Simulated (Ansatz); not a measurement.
An elastic tensor (GPa, Voigt order, standard axes) from r²SCAN in the plane-wave PAW code Ansatz:

```
59.3  11.6  11.6   0.0   0.0   0.0
11.6  59.3  11.6   0.0   0.0   0.0
11.6  11.6  59.3   0.0   0.0   0.0
 0.0   0.0   0.0  13.7   0.0   0.0
 0.0   0.0   0.0   0.0  13.7   0.0
 0.0   0.0   0.0   0.0   0.0  13.7
```

Question: Which compound is it?
(A) MgO, rock salt
(B) BaIrO3, cubic perovskite
(C) TiCo, CsCl type
(D) NaCl, rock salt

Answer: D, NaCl, rock salt

Space group Fm-3m (rock salt). The cell was relaxed with r²SCAN under the symmetry of its start.

Potentials: the later of the program's two PAW sets.
